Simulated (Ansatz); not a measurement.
Tl:
```cif
data_Tl2
_chemical_formula_sum 'Tl2'
_space_group_name_H-M_alt 'P63/mmc'
_space_group_IT_number 194
_space_group_name_Hall '-P 6c 2c'
_cell_length_a 3.49345
_cell_length_b 3.49345
_cell_length_c 5.58922
_cell_angle_alpha 90.000
_cell_angle_beta 90.000
_cell_angle_gamma 120.000
loop_
_atom_site_label
_atom_site_type_symbol
_atom_site_symmetry_multiplicity
_atom_site_Wyckoff_symbol
_atom_site_fract_x
_atom_site_fract_y
_atom_site_fract_z
_atom_site_occupancy
Tl1 Tl 2 d 0.66667 0.33333 0.25000 1
```

Relaxed at zero pressure with the program Ansatz at the PBE+D3(BJ) level (PAW).

**Question.** The volume is raised by 6 % and shape and atoms relax at that volume. What pressure results, and how do the axes share the change?

**Answer.** -1.6 GPa; a 2.2 %, b 2.2 %, c 1.5 %; the energy rises by 9 meV/atom.

**Question.** Give the new structure.

**Answer.** 
Space group P6₃/mmc (No. 194); a = b = 3.5697 Å, c = 5.6741 Å, α = β = 90.00°, γ = 120.00°

| atom | site | symmetry | x | y | z |
|---|---|---|---|---|---|
| Tl | 2d | -6m2 | 0.6667 | 0.3333 | 0.2500 |

The phase is kept; no other phase was compared at this pressure.

Space group P6_3/mmc (hcp (Mg type)). Symmetry was held in the PBE+D3(BJ) relaxation. The pairwise dispersion correction was not fitted to metals. Axis ratios of metals converge slowly with the k-mesh, so a and c are less sure than the volume. Spin–orbit coupling is left out wherever it is not named.

Potentials: the later of the program's two PAW sets.
